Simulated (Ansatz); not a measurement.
According to r²SCAN (plane waves, PAW; program Ansatz), Zr2B in the trigonal phase (R-3m; Zr on 6c, B on 3a) relaxes to a = 3.460 Å, c = 16.346 Å. Zr has 3 nearest neighbours from 2.39 Å (trigonal pyramidal); B has 6 nearest neighbours from 2.39 Å (octahedral). Its formation energy from the elements is -0.36 eV/atom, with no fitted shifts.

Electronic character: metallic (no gap). Gap from r²SCAN with spin–orbit coupling: none (metallic).

An equation-of-state fit gives a bulk modulus of 96.2 GPa. Bader charges are Zr +1.14, B -2.27 e.

The start of the workflow was typed in or built on a structure type; neither database checked (COD, Materials Project) lists it. Whether it is the stable phase at ambient conditions was not checked. The r²SCAN relaxation kept the symmetry of its start; its stability against distortions is not shown here. The run is not spin-polarised. The volume moved by -17 % from the start of the relaxation. The references are the lowest solids computed at this level, not always the standard phases. Spin–orbit coupling is left out wherever it is not named.

Potentials: the earlier of the program's two PAW sets. The files were generated under PBE; for other functionals the program regenerates the frozen cores, and for LDA and PBEsol the local potential too.
